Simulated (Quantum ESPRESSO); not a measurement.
```cif
data_H4K2N2
_chemical_formula_sum 'H4 N2 K2'
_space_group_name_H-M_alt 'P21/m'
_space_group_IT_number 11
_space_group_name_Hall '-P 2yb'
_cell_length_a 4.54756
_cell_length_b 3.73932
_cell_length_c 6.18555
_cell_angle_alpha 90.000
_cell_angle_beta 95.309
_cell_angle_gamma 90.000
loop_
_space_group_symop_operation_xyz
  'x, y, z'
  '-x, -y, -z'
  '-x, y+1/2, -z'
  'x, -y+1/2, z'
loop_
_atom_site_label
_atom_site_type_symbol
_atom_site_symmetry_multiplicity
_atom_site_Wyckoff_symbol
_atom_site_fract_x
_atom_site_fract_y
_atom_site_fract_z
_atom_site_occupancy
H1 H 4 f 0.70095 0.03903 0.13032 1
N1 N 2 e 0.72744 0.25000 0.23647 1
K1 K 2 e 0.22487 0.75000 0.30966 1
```

The geometry is that of Materials Project entry mp-24428, symmetrised and not relaxed again.

What does LDA (Quantum ESPRESSO, PseudoDojo norm-conserving, 84 Ry, without SOC) give for the electronic structure near the Fermi level?

The LDA gap is direct, 1.94 eV at Γ.
